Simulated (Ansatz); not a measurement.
## Sensitivity of the gradients in CsPbBr3 with Be replacing Pb to the input

This input was run with Ansatz:

```yaml
crystal:
  lattice:
    - [-5.87, 5.87, 5.87]
    - [5.87, -5.87, 5.87]
    - [5.87, 5.87, -5.87]
  atoms:
    - { symbol: Cs, position: [0.0, 0.0, 0.0] }
    - { symbol: Cs, position: [0.5, 0.5, 0.0] }
    - { symbol: Cs, position: [0.5, 0.0, 0.5] }
    - { symbol: Cs, position: [0.0, 0.5, 0.5] }
    - { symbol: Be, position: [0.5, 0.5, 0.5] }
    - { symbol: Pb, position: [0.0, 0.0, 0.5] }
    - { symbol: Pb, position: [0.0, 0.5, 0.0] }
    - { symbol: Pb, position: [0.5, 0.0, 0.0] }
    - { symbol: Br, position: [0.5, 0.25, 0.25] }
    - { symbol: Br, position: [0.0, 0.75, 0.25] }
    - { symbol: Br, position: [0.0, 0.25, 0.75] }
    - { symbol: Br, position: [0.5, 0.75, 0.75] }
    - { symbol: Br, position: [0.25, 0.5, 0.25] }
    - { symbol: Br, position: [0.75, 0.0, 0.25] }
    - { symbol: Br, position: [0.75, 0.5, 0.75] }
    - { symbol: Br, position: [0.25, 0.0, 0.75] }
    - { symbol: Br, position: [0.25, 0.25, 0.5] }
    - { symbol: Br, position: [0.75, 0.75, 0.5] }
    - { symbol: Br, position: [0.75, 0.25, 0.0] }
    - { symbol: Br, position: [0.25, 0.75, 0.0] }
kpoints:
  mp_grid: { grid: [3, 3, 3] }
scf:
  occupations: { method: fermi_dirac, width: 0.01 }
hamiltonian:
  xc: pbe
  pseudopotentials: { kind: paw }
output:
  forces: true
  stress: true
  populations: true
  efg:
    quadrupole_moments_barn: { Cs: -0.00343, Be: 0.05288, Br: 0.2579 }
    contact_densities: true
```

```sh
ansatz run input.yaml --threads 1 --pin off --max-ram 2560MiB --backend cpu --events-out ev --progress --plain --runs-dir out
```

It converged. Of its output the block on the nuclei alone is shown, without the SCF iterations, energies, forces and stress (one atom of each set):

```
--- PAW observables at the nuclei: V_zz in 10²¹ V/m², potentials from the cell's mean, atoms counted from 1 ---
  atom   1  Cs V_zz =    -0.655527   η = 0.0000   by run symmetry: allowed   C_q = +0.0544 MHz
            electrostatic potential = -9371.758826 V   contact ρ = 1900598.541084 e/Å³
  atom   5  Be V_zz =    +0.000000   η = 0.0000   by run symmetry: forbidden   C_q = +0.0000 MHz
            electrostatic potential = -234.097749 V   contact ρ = 238.149178 e/Å³
  atom   6  Pb V_zz =    +4.342303   η = 0.0000   by run symmetry: allowed
            electrostatic potential = -17472.141279 V   contact ρ = 16532762.050657 e/Å³
  atom   9  Br V_zz =   +30.917188   η = 0.0000   by run symmetry: allowed   C_q = +192.7994 MHz
            electrostatic potential = -4905.679447 V   contact ρ = 293242.792821 e/Å³
  atom  10  Br V_zz =   +20.923018   η = 0.0000   by run symmetry: allowed   C_q = +130.4758 MHz
            electrostatic potential = -4905.768624 V   contact ρ = 293241.940065 e/Å³
```

**Question.** Can these gradients be trusted, and how do they compare with a run on standard settings?

**Answer.** As results of these settings, within the limits told below. Against the standard input the change is `kpoints.mp_grid.grid`: [2, 2, 2] → [3, 3, 3]. A site carries the number of its first atom; V_zz in 10²¹ V/m².

| site | atom | V_zz standard | η standard | V_zz here | η here |
| --- | --- | --- | --- | --- | --- |
| Cs | 1 | -0.63 | 0.00 | -0.66 | 0.00 |
| Be | 5 | 0.00 | – | 0.00 | – |
| Pb | 6 | 2.94 | 0.00 | 4.34 | 0.00 |
| Br9 | 9 | 31.1 | 0.00 | 30.9 | 0.00 |
| Br10 | 10 | 20.0 | 0.00 | 20.9 | 0.00 |

The largest change of V_zz is on Pb, from 2.94 to 4.34. In per cent, |V_zz| changes by +5 on Cs, +48 on Pb, -1 to +4 on Br (all sites that start above 0.5). That the mesh alone moves the values this far shows that they aren't yet converged in k-points. SCF iterations: 7 and 7.

On the reference run: The defect repeats with the cell of 20 atoms, so it feels its images: sites between two images don't show the values beside a lone defect, and zeros or small values of η there can come from the images' arrangement. Br carries a gradient in the pure host already, so the values there aren't the defect's effect alone. This high-symmetry form of CsPbBr3 is unstable when cold, to tilts of the octahedra. The symmetry of the cell holds that distortion back, wholly or in part, and it would change the field gradients, the more the larger the distortion. Spin–orbit coupling is left out, which shifts gradients on Pb by a few per cent, and by more where contributions nearly cancel. The neighbours have not yet relaxed around the defect (largest force 1.2 eV/Å), so a real crystal will differ.
